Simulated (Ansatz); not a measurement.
Given:

C (diamond)

```xyz
2
Lattice="0.0000 1.7858 1.7858 1.7858 0.0000 1.7858 1.7858 1.7858 0.0000" Properties=species:S:1:pos:R:3 pbc="T T T"
C      1.7858     1.7858     1.7858
C      2.6787     2.6787     2.6787
```

The volume is varied about the relaxed value V₀ at fixed cell shape. Symmetry pins the atoms to their sites.

These are PBE (plane waves to 420 eV, PAW, scalar-relativistic; Ansatz, a quantum-chemistry and plane-wave program) values and carry that method's errors. k mesh 16×16×16 (Γ-centred), Fermi-Dirac smearing 0.05 eV. E stands for the smeared free energy. Compression counts positive. C was relaxed with its symmetry unable to fall. The zero of ΔE is the relaxed starting cell.

The scan covers V/V₀ from 0.940 to 1.060 in 11 points.

Question: What is ΔE at V/V₀ = 1.060?

Answer: 25.3 meV/atom.

Question: What pressure does the cell carry at V/V₀ = 0.940?

Answer: 30.0 GPa.

Question: What is ΔE at V/V₀ = 0.940?

Answer: 30.5 meV/atom.

(A scan under strain: stresses follow from slopes of the energy per volume, elastic moduli from its curvatures.)
